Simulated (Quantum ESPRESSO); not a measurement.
```cif
data_As2In2
_chemical_formula_sum 'As2 In2'
_space_group_name_H-M_alt 'P 1'
_space_group_IT_number 1
_cell_length_a 4.29895
_cell_length_b 4.29895
_cell_length_c 7.06137
_cell_angle_alpha 90.000
_cell_angle_beta 90.000
_cell_angle_gamma 120.000
loop_
_space_group_symop_operation_xyz
  'x, y, z'
loop_
_atom_site_label
_atom_site_type_symbol
_atom_site_fract_x
_atom_site_fract_y
_atom_site_fract_z
_atom_site_occupancy
As1 As 0.66667 0.33333 0.87486 1
As2 As 0.33333 0.66667 0.37486 1
In1 In 0.66667 0.33333 0.50064 1
In2 In 0.33333 0.66667 0.00064 1
```

Cell and atoms were relaxed with PBEsol from Materials Project entry mp-1007652, within its symmetry.

**Question.** What does norm-conserving PBEsol (Quantum ESPRESSO, 84 Ry, with spin-orbit coupling) give for the electronic structure near the Fermi level?

**Answer.** Along the path the PBEsol gap is only about 0.05 eV, below what this setup resolves reliably; no G0W0 run was built on it. Semilocal functionals shrink small gaps, and the order of the bands at the edge may be inverted. 

This is not the ordinary phase of the substance; no match was found in the copy of COD used, and its stability was not checked.
